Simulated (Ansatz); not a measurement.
## Ba2Tl5V3O12 and the effect of the pressure

The cell as given:

Space group R-3m:H (No. 166). a = 8.474 Å, b = 8.474 Å, c = 18.385 Å, α = 90.00°, β = 90.00°, γ = 120.00°
```tsv
atom	site	symmetry	x	y	z
Ba	3b	-3m	0.3333	0.6667	0.1667
Ba	3a	-3m	0.0000	0.0000	0.0000
V	9e	.2/m	0.1667	0.3333	0.3333
Tl	9d	.2/m	0.1667	0.3333	0.8333
Tl	6c	3m	0.3333	0.6667	0.4071
O	36i	1	0.6466	0.6575	0.0699
```

The cell comes from a database or a generator and needn't be the stable form of this composition.

Kept alike: task relaxation of cell and atoms; functional PBE; k mesh 3 × 3 × 3; occupations fermi-dirac, width 0.05 eV; collinear spin, ferromagnetic start. Program: Ansatz, Ansatz PAW, cutoff 420 eV. The mesh is that of the run's cell of 22 atoms. No spin-orbit coupling.

```csv
"pressure, P (GPa)",volume (Å³/atom),largest site moment (μB)
2,16.701,0.24
5,15.995,0.22
10,15.146,0.19
```

The relaxations keep at least the cell's symmetry (R-3m). For a metal such a mesh leaves the last digits unconverged. Runs of this series that gave no sound value for these columns are left out. The runs follow the start's structure, whether or not it is the stable one at these pressures. Ansatz's relaxations hold a Pulay term in the stress (up to 0.5 GPa here). P is the pressure aimed at, which the runs meet within some hundredths to tenths of a GPa. The runs hold the magnetic state that their start led to, which needn't be the lowest. Site moments count inside each atom's sphere or projector.

Problem. What does the pressure change here?

Solution. The volume falls from 16.701 to 15.146 Å³/atom between 2 and 10 GPa. The largest site moment falls from 0.24 to 0.19 μB between 2 and 10 GPa.
